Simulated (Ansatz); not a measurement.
CaSi:
```cif
data_Ca2Si2
_chemical_formula_sum 'Ca2 Si2'
_space_group_name_H-M_alt 'P 1'
_space_group_IT_number 1
_cell_length_a 5.80712
_cell_length_b 5.80712
_cell_length_c 3.90283
_cell_angle_alpha 90.000
_cell_angle_beta 90.000
_cell_angle_gamma 133.900
loop_
_space_group_symop_operation_xyz
  'x, y, z'
loop_
_atom_site_label
_atom_site_type_symbol
_atom_site_fract_x
_atom_site_fract_y
_atom_site_fract_z
_atom_site_occupancy
Ca1 Ca 0.13811 0.86189 0.75000 1
Ca2 Ca 0.86189 0.13811 0.25000 1
Si1 Si 0.43133 0.56867 0.75000 1
Si2 Si 0.56867 0.43133 0.25000 1
```

Relaxed with r²SCAN.

**Question.** Which orbitals make up the states near the Fermi level in plane-wave PAW r²SCAN (Ansatz code)?

**Answer.** Within 0.5 eV of the Fermi level: Si 3p 39 %, Ca 4s 9 %, outside the projected shells 46 %. Projections are on Löwdin-orthogonalised atomic valence shells; empty p or d shells of many metals are not among them.

**Question.** Tabulate the density of states.

**Answer.** States/eV per cell of 4 atoms, in 0.25 eV bins, energy from the Fermi level.

```csv
E (eV),total,Si 3p,Si 3s,Ca 4s
-7.85,0.45,0.13,0.29,0.01
-7.60,0.43,0.13,0.28,0.01
-7.35,0.43,0.13,0.28,0.01
-7.10,0.44,0.13,0.29,0.01
-6.85,0.44,0.13,0.29,0.01
-6.60,0.56,0.16,0.36,0.03
-6.35,1.04,0.30,0.57,0.14
-6.10,1.18,0.35,0.65,0.14
-5.85,1.17,0.38,0.64,0.10
-5.60,1.05,0.39,0.55,0.07
-5.35,0.17,0.07,0.09,0.01
-5.10,0.00,0.00,0.00,0.00
-4.85,0.00,0.00,0.00,0.00
-4.60,0.30,0.23,0.01,0.06
-4.35,1.03,0.78,0.04,0.18
-4.10,1.71,1.34,0.06,0.25
-3.85,1.84,1.48,0.09,0.20
-3.60,1.74,1.42,0.10,0.15
-3.35,2.18,1.81,0.12,0.15
-3.10,2.19,1.79,0.13,0.15
-2.85,1.89,1.56,0.11,0.12
-2.60,2.05,1.77,0.09,0.08
-2.35,2.65,2.26,0.10,0.12
-2.10,3.34,2.66,0.12,0.30
-1.85,2.46,1.97,0.09,0.19
-1.60,1.74,1.41,0.06,0.07
-1.35,1.93,1.52,0.05,0.07
-1.10,1.44,1.10,0.03,0.05
-0.85,0.98,0.73,0.01,0.04
-0.60,0.72,0.51,0.01,0.03
-0.35,0.72,0.43,0.02,0.04
-0.10,1.21,0.50,0.08,0.12
0.15,1.94,0.67,0.11,0.21
0.40,2.37,0.81,0.10,0.20
0.65,2.22,0.72,0.09,0.18
0.90,2.07,0.58,0.12,0.17
1.15,2.30,0.59,0.18,0.20
1.40,2.01,0.37,0.14,0.24
1.65,2.23,0.40,0.10,0.27
1.90,1.79,0.36,0.11,0.18
2.15,2.26,0.40,0.16,0.21
2.40,2.78,0.44,0.14,0.26
2.65,3.26,0.43,0.13,0.40
2.90,4.56,0.56,0.17,0.70
3.15,4.41,0.42,0.15,0.48
3.40,4.55,0.34,0.18,0.36
3.65,4.28,0.33,0.20,0.29
```

Space group Cmcm. The first step of the workflow began from a Materials Project structure, measured or hypothetical; the Crystallography Open Database files this formula in space group No. 63, but the cells were not matched. Whether it is the stable phase at ambient conditions was not checked. The r²SCAN relaxation kept the symmetry of its start; whether a distortion lowers the energy is not shown.

Potentials: the later of the program's two PAW sets.
